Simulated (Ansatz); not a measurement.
WSeS:
```
CELL_PARAMETERS angstrom
      3.18734     0.00000     0.00000
     -1.59367     2.76032     0.00000
      0.00000     0.00000    12.49969
ATOMIC_POSITIONS crystal
  W  0.33333 0.66667 0.25990
  W  0.66667 0.33333 0.74010
  Se 0.33333 0.66667 0.87615
  Se 0.66667 0.33333 0.12385
  S  0.66667 0.33333 0.38216
  S  0.33333 0.66667 0.61784
```

x, y and z are the axes in which the lattice vectors are written.

**Question.** Give the high-frequency dielectric tensor and the Born effective charge tensors of the independent atoms from DFPT, DFT-LDA in the program Ansatz with PAW potentials.

**Answer.** 
ε∞:
```
14.8  0.00  0.00
0.00  14.8  0.00
0.00  0.00  7.38
```
Z* of atom 1 (W), rows: field, columns: displacement, in e:
```
-1.05   0.00   0.00
 0.00  -1.05   0.00
 0.00   0.00  -0.69
```
Z* of atom 3 (Se), rows: field, columns: displacement, in e:
```
0.78  0.00  0.00
0.00  0.78  0.00
0.00  0.00  0.36
```
Z* of atom 5 (S), rows: field, columns: displacement, in e:
```
0.27  0.00  0.00
0.00  0.27  0.00
0.00  0.00  0.33
```

Space group P-3m1. The first step of the workflow began from a Materials Project structure, measured or hypothetical; the Crystallography Open Database copy checked does not list it. Whether it is the stable phase at ambient conditions was not checked. The LDA relaxation kept the symmetry of its start; whether a distortion lowers the energy is not shown. The run is not spin-polarised. A crystal of weakly bound layers computed without a dispersion correction: the cell and the soft elastic constants depend strongly on that. Scalar-relativistic: spin–orbit coupling is off unless named, which matters more the heavier the elements.

Potentials: the later of the program's two PAW sets.
